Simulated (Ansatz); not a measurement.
Input file for Ansatz (an electronic-structure program):

Ansatz 0.2 input:
```yaml
crystal:
  lattice:
    - [0.0, 4.8962223187, 9.5269187597]
    - [2.8199554647, 0.0, 9.5269187597]
    - [2.8199554647, 4.8962223187, 0.0]
  atoms:
    - { symbol: Nb, position: [0.123147918, 0.123147918, 0.376852082] }
    - { symbol: Nb, position: [0.376852082, 0.376852082, 0.123147918] }
    - { symbol: Nb, position: [0.126852082, 0.126852082, 0.873147918] }
    - { symbol: Nb, position: [0.873147918, 0.873147918, 0.126852082] }
    - { symbol: Sn, position: [0.0807540131, 0.4192459869, 0.0807540131] }
    - { symbol: Sn, position: [0.4192459869, 0.0807540131, 0.4192459869] }
    - { symbol: Sn, position: [0.1692459869, 0.8307540131, 0.1692459869] }
    - { symbol: Sn, position: [0.8307540131, 0.1692459869, 0.8307540131] }
    - { symbol: Sn, position: [0.8326539025, 0.8326539025, 0.6673460975] }
    - { symbol: Sn, position: [0.6673460975, 0.6673460975, 0.8326539025] }
    - { symbol: Sn, position: [0.4173460975, 0.4173460975, 0.5826539025] }
    - { symbol: Sn, position: [0.5826539025, 0.5826539025, 0.4173460975] }
kpoints:
  mp_grid: { grid: [7, 7, 7] }
  band_path:
    path:
      - [[0.0, 0.0, 0.0], [0.5, 0.0, 0.5], [1.0, 0.5, 0.5], [0.5, 0.5, 0.0], [0.0, 0.0, 0.0], [0.0, 0.354832008, 0.354832008]]  # Γ-Y-T-Z-Γ-Σ_0
      - [[1.0, 0.645167992, 0.645167992], [1.0, 0.5, 0.5]]  # U_0-T
      - [[0.5, 0.0, 0.5], [0.5, 0.188975604, 0.688975604]]  # Y-C_0
      - [[0.5, 0.811024396, 0.311024396], [0.5, 0.5, 0.0]]  # A_0-Z
      - [[0.0, 0.0, 0.0], [0.5, 0.5, 0.5]]  # Γ-L
    npoints: 8
basis: { xc_grid: 2 }
hamiltonian:
  xc: pbesol
  pseudopotentials: { kind: paw }
magnetization: { noncollinear: true, spin_orbit: true }
scf:
  n_extra_bands: 24
  convergence: { dr2_threshold: 0.0000000001 }
  occupations: { method: gaussian, width: 0.05 }
output: { eigenvalues: true }
```

Output (shortened):

```
Pseudopotential: Nb, paw_fr, valence charge 13
Pseudopotential: Sn, paw_fr, valence charge 14
Functional definition: PBEsol
non-collinear run that drives no moment, with spin-orbit …
Crystal: 12 atoms, lattice volume = 263.079 Å³
Basis set: ecut = 420 eV, 5163 PW (Γ), exchange–correlation on 144×144×80 points (8 copies of the dense FFT grid, shifted against one another)
Bands: 188, of which v1, the nominal top of the filled ones, is band 164 counted from 1 (163 counted from 0)
Symmetry: 8 space group operations + 8 with time reversal
k-points: 64 of 343
Projection manifold: j_resolved (fully-relativistic pseudo-atomic orbitals)
SCF iter   1: F=—  HF=-65606.349511 eV  |F-HF|=—  |Δ(HF+E_count)|=         —  Δρ=4.35e-2  dr2=1.11e1  dr2_m=0.00e0 (ungated)  ethr=3.10e-3  |M|=0.00e0 ∫|m|=0.00e0 μB  |m|>n=0.0e0 m-floor=0.0e0 τ_xc=0.0e0  β_m=0.30  ⟨swp⟩=6.1  Hψ=26844  notcnv=0  defer=42
preconditioner: auto → Kerker (q_TF=auto, 2.522 Å⁻¹)
spin=Noncollinear: Kerker preconditioning applied to the charge; magnetization (m_x, m_y, m_z) channels mix plain (no charge-response kernel on spin).
SCF iter   2: F=—  HF=-65604.949868 eV  |F-HF|=—  |Δ(HF+E_count)|=    1.40e0  Δρ=3.41e-2  dr2=6.35e0  dr2_m=0.00e0 (ungated)  ethr=3.10e-3  |M|=0.00e0 ∫|m|=0.00e0 μB  |m|>n=0.0e0 m-floor=0.0e0 τ_xc=0.0e0  β_m=0.65  ⟨swp⟩=2.0  Hψ=7245  notcnv=0  defer=994
SCF iter   3: F=—  HF=-65603.133398 eV  |F-HF|=—  |Δ(HF+E_count)|=    1.82e0  Δρ=6.57e-3  dr2=2.44e-1  dr2_m=0.00e0 (ungated)  ethr=3.10e-3  |M|=0.00e0 ∫|m|=0.00e0 μB  |m|>n=0.0e0 m-floor=0.0e0 τ_xc=0.0e0  β_m=0.71  ⟨swp⟩=2.4  Hψ=7416  notcnv=0  defer=994
SCF iter   4: F=—  HF=-65603.069462 eV  |F-HF|=—  |Δ(HF+E_count)|=   6.39e-2  Δρ=1.89e-3  dr2=9.50e-3  dr2_m=0.00e0 (ungated)  ethr=1.49e-4  |M|=0.00e0 ∫|m|=0.00e0 μB  |m|>n=0.0e0 m-floor=0.0e0 τ_xc=0.0e0  β_m=0.86  ⟨swp⟩=2.3  Hψ=10734  notcnv=0  defer=1070
SCF iter   5: F=—  HF=-65603.068244 eV  |F-HF|=—  |Δ(HF+E_count)|=   1.22e-3  Δρ=4.27e-4  dr2=8.48e-4  dr2_m=0.00e0 (ungated)  ethr=5.79e-6  |M|=0.00e0 ∫|m|=0.00e0 μB  |m|>n=0.0e0 m-floor=0.0e0 τ_xc=0.0e0  β_m=0.93  ⟨swp⟩=2.0  Hψ=6739  notcnv=0  defer=1070
SCF iter   6: F=—  HF=-65603.068061 eV  |F-HF|=—  |Δ(HF+E_count)|=   1.84e-4  Δρ=1.16e-4  dr2=5.46e-5  dr2_m=0.00e0 (ungated)  ethr=5.17e-7  |M|=0.00e0 ∫|m|=0.00e0 μB  |m|>n=0.0e0 m-floor=0.0e0 τ_xc=0.0e0  β_m=0.96  ⟨swp⟩=3.0  Hψ=9789  notcnv=0  defer=1070
SCF iter   7: F=—  HF=-65603.068051 eV  |F-HF|=—  |Δ(HF+E_count)|=   1.00e-5  Δρ=2.44e-5  dr2=1.86e-6  dr2_m=0.00e0 (ungated)  ethr=3.33e-8  |M|=0.00e0 ∫|m|=0.00e0 μB  |m|>n=0.0e0 m-floor=0.0e0 τ_xc=0.0e0  β_m=0.98  ⟨swp⟩=2.0  Hψ=7195  notcnv=0  defer=1070
SCF iter   8: F=—  HF=-65603.068253 eV  |F-HF|=—  |Δ(HF+E_count)|=   2.02e-4  Δρ=6.90e-6  dr2=1.52e-7  dr2_m=0.00e0 (ungated)  ethr=1.14e-9  |M|=0.00e0 ∫|m|=0.00e0 μB  |m|>n=0.0e0 m-floor=0.0e0 τ_xc=0.0e0  β_m=0.99  ⟨swp⟩=2.0  Hψ=9781  notcnv=0  defer=1070
SCF iter  12: F=-65603.068253 eV  HF=-65603.068253 eV  |F-HF|=0.00e0  |Δ(HF+E_count)|=  8.73e-11  Δρ=8.66e-8  dr2=2.88e-11  dr2_m=0.00e0 (ungated)  ethr=1.00e-12  |M|=0.00e0 ∫|m|=0.00e0 μB  |m|>n=0.0e0 m-floor=0.0e0 τ_xc=0.0e0  ⟨swp⟩=10.7  Hψ=20148  notcnv=0
SCF 1 converged in 12 iterations: F = -65603.068253 eV  dr2 = 2.88e-11
NSCF: frozen V_eff on 77 k-points
SCF converged after 12 iterations
Magnetization: |M| = 0.0000 μB,  M = (+0.0000, +0.0000, +0.0000) μB
Absolute magnetization: 0.0000 μB (∫|m|)
  site 0: m = (+0.0000, +0.0000, +0.0000) μB, |m| = 0.0000 μB  (R = 1.17 Å)
  site 1: m = (+0.0000, +0.0000, +0.0000) μB, |m| = 0.0000 μB  (R = 1.17 Å)
  site 2: m = (+0.0000, +0.0000, +0.0000) μB, |m| = 0.0000 μB  (R = 1.17 Å)
  site 3: m = (+0.0000, +0.0000, +0.0000) μB, |m| = 0.0000 μB  (R = 1.17 Å)
  site 4: m = (+0.0000, +0.0000, +0.0000) μB, |m| = 0.0000 μB  (R = 1.18 Å)
  site 5: m = (+0.0000, +0.0000, +0.0000) μB, |m| = 0.0000 μB  (R = 1.18 Å)
  site 6: m = (+0.0000, +0.0000, +0.0000) μB, |m| = 0.0000 μB  (R = 1.18 Å)
  site 7: m = (+0.0000, +0.0000, +0.0000) μB, |m| = 0.0000 μB  (R = 1.18 Å)
  site 8: m = (+0.0000, +0.0000, +0.0000) μB, |m| = 0.0000 μB  (R = 1.21 Å)
  site 9: m = (+0.0000, +0.0000, +0.0000) μB, |m| = 0.0000 μB  (R = 1.21 Å)
  site 10: m = (+0.0000, +0.0000, +0.0000) μB, |m| = 0.0000 μB  (R = 1.21 Å)
  site 11: m = (+0.0000, +0.0000, +0.0000) μB, |m| = 0.0000 μB  (R = 1.21 Å)
Free energy (F): -65603.068253 eV
Harris-Foulkes:  -65603.068253 eV  (|F-HF|=0.00e0)
Internal energy: -65603.058194 eV  (E = F + TS)
E sigma→0 (E₀):  -65603.063224 eV
Entropy (-TS):   -0.010059 eV (-0.838 meV/atom)
Fermi energy:    13.874188 eV
--- Per-component energies (eV) ---
  E_band       = -775.827405
  E_kinetic    = 3088.892039
  E_local      = -9110.708338  (includes V_loc(G=0)·N_el)
  E_nonlocal   = 248.026236
  E_hartree    = 4959.781017
  E_xc         = -3736.802036
  E_vxc        = -1630.944871  (∫ρ·V_xc dr)
  E_paw        = -44623.836163  (= ΣΔE_a)
  E_vpaw       = -3290.654614  (= ΣTr[D̂ρ^β])
  E_aug_tail   = 0.000018  (compensation charges beyond the density's cutoff)
  E_ewald      = -16431.474474
  E_core_change = 3.063508  (= ΣΔE_core)
  E_smearing   = -0.010059  (= −TS)
  E_closure    =  0.000000  (closes the sum)
  Σ components = -65603.068253   (vs F -65603.068253, Δ=0.00e0)
  [band-id]    e_kinetic+e_local+e_nonlocal+2·e_hartree+e_vxc+e_vpaw+e_augmentation_tail = -775.827497   (vs E_band -775.827405, Δ=-9.17e-5)
--- Band table (eV; the first three rows and the last of 64) ---
  k-point 0: bands = ["-40.7626", "-40.7626", "-40.7623", "-40.7623", "-40.6413", "-40.6413", "-40.6413", "-40.6413", "-18.4552", "-18.4552", "-18.4531", "-18.4531", "-18.2444", "-18.2444", "-18.2403", "-18.2403", "-16.4980", "-16.4980", "-16.4938", …
  k-point 1: bands = ["-40.7624", "-40.7624", "-40.7565", "-40.7565", "-40.6473", "-40.6473", "-40.6413", "-40.6413", "-18.4544", "-18.4544", "-18.4384", "-18.4384", "-18.2489", "-18.2489", "-18.2422", "-18.2422", "-16.4965", "-16.4965", "-16.4700", …
  k-point 2: bands = ["-40.7623", "-40.7623", "-40.7399", "-40.7399", "-40.6643", "-40.6643", "-40.6413", "-40.6413", "-18.4549", "-18.4549", "-18.3976", "-18.3976", "-18.2672", "-18.2672", "-18.2436", "-18.2436", "-16.4973", "-16.4973", "-16.3933", …
  k-point 63: bands = ["-40.7624", "-40.7624", "-40.7565", "-40.7565", "-40.6473", "-40.6473", "-40.6413", "-40.6413", "-18.4544", "-18.4544", "-18.4384", "-18.4384", "-18.2483", "-18.2483", "-18.2427", "-18.2427", "-16.4963", "-16.4963", "-16.4701", …
```

Cost: about 21 core-minutes (a rough figure) on shared cores.

Space group Fddd. The first step of the workflow began from a Materials Project structure, measured or hypothetical; the Crystallography Open Database files this formula in space group No. 70, but the cells were not matched. Its standing as an ambient phase is unchecked. The PBEsol relaxation kept the symmetry of its start; whether a distortion lowers the energy is not shown. The run is not spin-polarised.

Potentials: the later of the program's two PAW sets.

Ansatz is a plane-wave DFT program.
